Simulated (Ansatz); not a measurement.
Input file for Ansatz (an electronic-structure program):

Ansatz 0.2 input:
```yaml
crystal:
  lattice:
    - [4.0962206039, 0.0, 0.0]
    - [0.0, 4.0962206039, 0.0]
    - [0.0, 0.0, 4.0962206039]
  atoms:
    - { symbol: Rb, position: [0.5, 0.5, 0.5] }
    - { symbol: Au, position: [0.0, 0.0, 0.0] }
kpoints:
  mp_grid: { grid: [6, 6, 6] }
  band_path:
    path:
      - [[0.0, 0.0, 0.0], [0.0, 0.5, 0.0], [0.5, 0.5, 0.0], [0.0, 0.0, 0.0], [0.5, 0.5, 0.5], [0.0, 0.5, 0.0]]  # Γ-X-M-Γ-R-X
      - [[0.5, 0.5, 0.5], [0.5, 0.5, 0.0]]  # R-M
      - [VBM, CBM]
    npoints: 12
hamiltonian:
  xc: r2scan
  pseudopotentials: { kind: paw }
magnetization: { noncollinear: true, spin_orbit: true }
scf:
  n_extra_bands: 12
  convergence: { dr2_threshold: 0.0000000001 }
  occupations: { method: gaussian, width: 0.01 }
checkpoint: { write: soc.run }
output: { eigenvalues: true }
```

Output (shortened):

```
Pseudopotential: Rb, paw_fr, valence charge 9
Pseudopotential: Au, paw_fr, valence charge 19
Functional definition: r2SCAN
non-collinear run that drives no moment, with spin-orbit …
Crystal: 2 atoms, lattice volume = 68.731 Å³
Basis set: ecut = 500 eV, 1743 PW (Γ), exchange–correlation on 120×120×120 points (64 copies of the dense FFT grid, shifted against one another)
Bands: 40, of which v1, the nominal top of the filled ones, is band 28 counted from 1 (27 counted from 0)
Symmetry: 48 space group operations + 48 with time reversal
k-points: 20 of 216
Projection manifold: j_resolved (fully-relativistic pseudo-atomic orbitals)
SCF iter   1: F=—  HF=-16415.544317 eV  |F-HF|=—  |Δ(HF+E_count)|=         —  Δρ=9.80e-2  dr2=1.17e1  dr2_τ=9.93e-2  dr2_m=0.00e0 (ungated)  ethr=3.10e-3  |M|=0.00e0 ∫|m|=0.00e0 μB  |m|>n=0.0e0 m-floor=0.0e0 τ_xc=0.0e0  β_m=0.30  ⟨swp⟩=8.2  Hψ=2109  notcnv=0  defer=8
preconditioner: auto → Resta (q_TF=auto, 2.349 Å⁻¹)
spin=Noncollinear: Resta preconditioning applied to the charge; magnetization (m_x, m_y, m_z) channels mix plain (no charge-response kernel on spin).
SCF iter   2: F=—  HF=-16413.310609 eV  |F-HF|=—  |Δ(HF+E_count)|=    2.23e0  Δρ=3.19e-2  dr2=1.33e0  dr2_τ=5.20e-2  dr2_m=0.00e0 (ungated)  ethr=3.10e-3  |M|=0.00e0 ∫|m|=0.00e0 μB  |m|>n=0.0e0 m-floor=0.0e0 τ_xc=0.0e0  β_m=0.36  ⟨swp⟩=3.0  Hψ=895  notcnv=0  defer=120
SCF iter   3: F=—  HF=-16413.049141 eV  |F-HF|=—  |Δ(HF+E_count)|=   2.61e-1  Δρ=1.39e-2  dr2=2.14e-1  dr2_τ=3.28e-4  dr2_m=0.00e0 (ungated)  ethr=3.10e-3  |M|=0.00e0 ∫|m|=0.00e0 μB  |m|>n=0.0e0 m-floor=0.0e0 τ_xc=0.0e0  β_m=0.65  ⟨swp⟩=3.2  Hψ=631  notcnv=0  defer=118
SCF iter   4: F=—  HF=-16412.985204 eV  |F-HF|=—  |Δ(HF+E_count)|=   6.39e-2  Δρ=7.10e-3  dr2=4.49e-2  dr2_τ=7.25e-4  dr2_m=0.00e0 (ungated)  ethr=7.66e-4  |M|=0.00e0 ∫|m|=0.00e0 μB  |m|>n=0.0e0 m-floor=0.0e0 τ_xc=0.0e0  β_m=0.81  ⟨swp⟩=3.0  Hψ=835  notcnv=0  defer=118
SCF iter   5: F=—  HF=-16412.976220 eV  |F-HF|=—  |Δ(HF+E_count)|=   8.98e-3  Δρ=1.51e-3  dr2=2.26e-3  dr2_τ=2.55e-5  dr2_m=0.00e0 (ungated)  ethr=1.60e-4  |M|=0.00e0 ∫|m|=0.00e0 μB  |m|>n=0.0e0 m-floor=0.0e0 τ_xc=0.0e0  β_m=0.91  ⟨swp⟩=2.0  Hψ=595  notcnv=0  defer=118
SCF iter   6: F=—  HF=-16412.976293 eV  |F-HF|=—  |Δ(HF+E_count)|=   7.31e-5  Δρ=1.98e-4  dr2=2.91e-5  dr2_τ=4.39e-7  dr2_m=0.00e0 (ungated)  ethr=8.06e-6  |M|=0.00e0 ∫|m|=0.00e0 μB  |m|>n=0.0e0 m-floor=0.0e0 τ_xc=0.0e0  β_m=0.95  ⟨swp⟩=2.6  Hψ=538  notcnv=0  defer=118
SCF iter   7: F=—  HF=-16412.976322 eV  |F-HF|=—  |Δ(HF+E_count)|=   2.87e-5  Δρ=3.63e-5  dr2=1.56e-6  dr2_τ=2.41e-8  dr2_m=0.00e0 (ungated)  ethr=1.04e-7  |M|=0.00e0 ∫|m|=0.00e0 μB  |m|>n=0.0e0 m-floor=0.0e0 τ_xc=0.0e0  β_m=0.98  ⟨swp⟩=2.1  Hψ=526  notcnv=0  defer=118
SCF iter   8: F=—  HF=-16412.976326 eV  |F-HF|=—  |Δ(HF+E_count)|=   3.79e-6  Δρ=1.13e-5  dr2=1.48e-7  dr2_τ=1.95e-9  dr2_m=0.00e0 (ungated)  ethr=5.58e-9  |M|=0.00e0 ∫|m|=0.00e0 μB  |m|>n=0.0e0 m-floor=0.0e0 τ_xc=0.0e0  β_m=0.99  ⟨swp⟩=2.0  Hψ=478  notcnv=0  defer=118
SCF iter  10: F=-16412.976326 eV  HF=-16412.976326 eV  |F-HF|=8.00e-11  |Δ(HF+E_count)|=   3.95e-9  Δρ=3.83e-7  dr2=6.32e-11  dr2_τ=2.04e-12  dr2_m=0.00e0 (ungated)  ethr=1.00e-12  |M|=0.00e0 ∫|m|=0.00e0 μB  |m|>n=0.0e0 m-floor=0.0e0 τ_xc=0.0e0  ⟨swp⟩=11.8  Hψ=2151  notcnv=0
SCF 1 converged in 10 iterations: F = -16412.976326 eV  dr2 = 6.32e-11
NSCF: frozen V_eff on 20 k-points
NSCF: frozen V_eff on 20 k-points
NSCF: frozen V_eff on 17 k-points
NSCF: frozen V_eff on 8 k-points
NSCF: frozen V_eff on 8 k-points
NSCF: frozen V_eff on 8 k-points
NSCF: frozen V_eff on 8 k-points
NSCF: frozen V_eff on 8 k-points
NSCF: frozen V_eff on 3 k-points
NSCF: frozen V_eff on 87 k-points
SCF converged after 10 iterations
Magnetization: |M| = 0.0000 μB,  M = (+0.0000, +0.0000, +0.0000) μB
Absolute magnetization: 0.0000 μB (∫|m|)
  site 0: m = (+0.0000, +0.0000, +0.0000) μB, |m| = 0.0000 μB  (R = 1.46 Å)
  site 1: m = (+0.0000, +0.0000, +0.0000) μB, |m| = 0.0000 μB  (R = 1.46 Å)
Free energy (F): -16412.976326 eV
Harris-Foulkes:  -16412.976326 eV  (|F-HF|=8.00e-11)
Internal energy: -16412.976326 eV  (E = F + TS)
E sigma→0 (E₀):  -16412.976326 eV
Fermi energy:    7.356710 eV
--- Per-component energies (eV) ---
  E_band       = -519.158787
  E_kinetic    = 802.876937
  E_local      = -3464.716065  (includes V_loc(G=0)·N_el)
  E_nonlocal   = 233.035858
  E_hartree    = 1374.182825
  E_xc         = -343.589749
  E_vxc        = -460.246175  (∫ρ·V_xc dr)
  E_paw        = -12328.088323  (= ΣΔE_a)
  E_vpaw       = -408.886065  (= ΣTr[D̂ρ^β])
  E_aug_tail   = 0.000719  (compensation charges beyond the density's cutoff)
  E_vtau       = 30.410635  (kinetic-family band-sum trace: ∫τ·v_τ [+ j·A + Jᵃ·Aᵃ] dr)
  E_ewald      = -2686.337671
  E_core_change = -0.340858  (= ΣΔE_core)
  E_smearing   =  0.000000  (= −TS)
  E_closure    = 0.000000  (closes the sum)
  Σ components = -16412.976326   (vs F -16412.976326, Δ=0.00e0)
  [band-id]    e_kinetic+e_local+e_nonlocal+2·e_hartree+e_vxc+e_vpaw+e_augmentation_tail+e_vtau = -519.158507   (vs E_band -519.158787, Δ=2.80e-4)
--- Band table (eV; the first three rows and the last of 20) ---
  k-point 0: bands = ["-98.8047", "-98.8047", "-61.8211", "-61.8211", "-45.5141", "-45.5141", "-45.5141", "-45.5141", "-20.9264", "-20.9264", "-4.9520", "-4.9520", "-4.0686", "-4.0686", "-4.0686", "-4.0686", "3.1838", "3.1838", "3.2916", "3.2916", "3.2916", …
  k-point 1: bands = ["-98.8047", "-98.8047", "-61.8211", "-61.8211", "-45.5144", "-45.5144", "-45.5141", "-45.5141", "-20.9208", "-20.9208", "-4.9840", "-4.9840", "-4.1435", "-4.1435", "-4.0621", "-4.0621", "3.3023", "3.3023", "3.3286", "3.3286", "3.5298", …
  k-point 2: bands = ["-98.8047", "-98.8047", "-61.8211", "-61.8211", "-45.5149", "-45.5149", "-45.5140", "-45.5140", "-20.9095", "-20.9095", "-5.0659", "-5.0659", "-4.2620", "-4.2620", "-4.0490", "-4.0490", "3.3234", "3.3234", "3.3985", "3.3985", "4.3259", …
  k-point 19: bands = ["-98.8047", "-98.8047", "-61.8213", "-61.8213", "-45.5154", "-45.5154", "-45.5154", "-45.5154", "-20.8631", "-20.8631", "-5.2016", "-5.2016", "-4.3659", "-4.3659", "-4.3659", "-4.3659", "3.4874", "3.4874", "3.4874", "3.4874", "4.8194", …
```

Cost: about 90 core-seconds (a rough figure) on shared cores.

Space group Pm-3m (CsCl type). The first step of the workflow began from a Materials Project structure, measured or hypothetical; the Crystallography Open Database files this formula in space group No. 221, but the cells were not matched. Whether it is the stable phase at ambient conditions was not checked. The cell was relaxed with r²SCAN under the symmetry of its start; its stability against distortions is not shown here.

Potentials: the later of the program's two PAW sets.

Ansatz is a plane-wave DFT program.
